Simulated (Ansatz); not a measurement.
Sb: all-electron results

```
CELL_PARAMETERS angstrom
3.16000 0.00000 0.00000
0.00000 3.16000 0.00000
0.00000 0.00000 3.16000
ATOMIC_POSITIONS crystal
Sb 0.00000 0.00000 0.00000
```

The geometry is COD entry 9013008, unchecked; take it as a test cell.

No spin–orbit coupling, which matters for the heavy atoms here.

These are results of DFT, PBEsol, all-electron LAPW, scalar-relativistic in Ansatz 0.2.0, not measurements.

Settings: a Γ-centred 13×13×13 k mesh, Fermi–Dirac smearing of 0.05 eV, basis error target 1 meV/atom, no spin polarisation.

```json
{
  "Pressure at this cell": "-49.0 kbar",
  "Band gap": "none: with an odd electron count and no spin polarisation the bands can't all be full, a metal in this set-up (spin order or a larger cell could open a gap)",
  "Density of states at the Fermi level (0.2 eV bin)": "0.55 states/eV per cell",
  "Volume per atom": "212.9 bohr³"
}
```
